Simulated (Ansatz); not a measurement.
Task: Each is relaxed and computed with the program Ansatz at the PBEsol level (PAW). Which is the only one with a gap?
(A) NaCrO2, C2/m (Na on 2d, Cr on 2a, O on 4i)
(B) NaGeAu, Imm2 (Na on 2a, Na on 2b, Ge on 4d, Au on 4d)
(C) NaBPt3, P6/mmm (B on 2d, Pt on 6i, Na on 1a, Na on 1b)
(D) CrGe, P2_13 (Cr on 4a, Ge on 4a)

Result: A, NaCrO2, C2/m (Na on 2d, Cr on 2a, O on 4i). NaCrO2: gap 1.49 eV; CrGe: metal; NaGeAu: metal; NaBPt3: metal. Spin orders computed, not proven ground states: NaCrO2, C2/m (Na on 2d, Cr on 2a, O on 4i) antiferromagnetic; CrGe, P2_13 (Cr on 4a, Ge on 4a) ferromagnetic. Standing as an ambient phase not checked: NaCrO2, C2/m (Na on 2d, Cr on 2a, O on 4i); CrGe, P2_13 (Cr on 4a, Ge on 4a); NaGeAu, Imm2 (Na on 2a, Na on 2b, Ge on 4d, Au on 4d); NaBPt3, P6/mmm (B on 2d, Pt on 6i, Na on 1a, Na on 1b). All cells were relaxed under the symmetry of their starts (and spin orders); stability against distortions was not tested throughout. Cells of antiferromagnets are given as chemical subcells. Rows with no word on spin ran without spin polarisation. No Hubbard U is applied. Spin–orbit coupling is left out wherever it is not named.

Potentials: the later of the program's two PAW sets.
